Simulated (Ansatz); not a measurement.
A geometry of BePd away from equilibrium: step 13 of the relaxation of a relaxed BePd cell displaced along its unstable phonon at q = (½, ½, 0) of its primitive reciprocal cell (150i cm⁻¹), largest move 0.15 Å. Level of theory: PBEsol (plane waves to 420 eV, PAW, scalar-relativistic; Ansatz, a program for electronic structure). Γ-centred k-mesh 14×14×14 on the run's cell (coarser than for final values), Fermi–Dirac smearing 0.05 eV.

```xyz
4
Lattice="3.4004 1.9763 5.8875 0.0000 1.9763 5.8875 0.0000 -1.2472 2.7729" Properties=species:S:1:pos:R:3:forces:R:3 pbc="T T T" free_energy=-13996.236 pressure_GPa=2.2
Be     0.0000    -0.4840     0.1994    0.0000   -0.0012   -0.0005
Be     1.7002     3.4485     8.6319    0.0000    0.0012    0.0005
Pd     0.0000     0.4007     3.9295    0.0000   -0.0004   -0.0002
Pd     1.7002     1.3165     7.6747    0.0000    0.0004    0.0002
```

Positions in Å, forces in eV/Å, free energy of the cell in eV (comparable only within this code, potentials and settings). Largest force: all forces are below 0.005 eV/Å; the geometry lies 0.02 eV/atom above the end of its relaxation.

No spin polarisation in the result.

The run could not lose the symmetry of its start, so the end can be a saddle point.

The end of the path is a generated cell of BePd: the first start was made by placing the elements on the sites of a structure type, and the end was not matched to a known phase here, so it may be hypothetical.
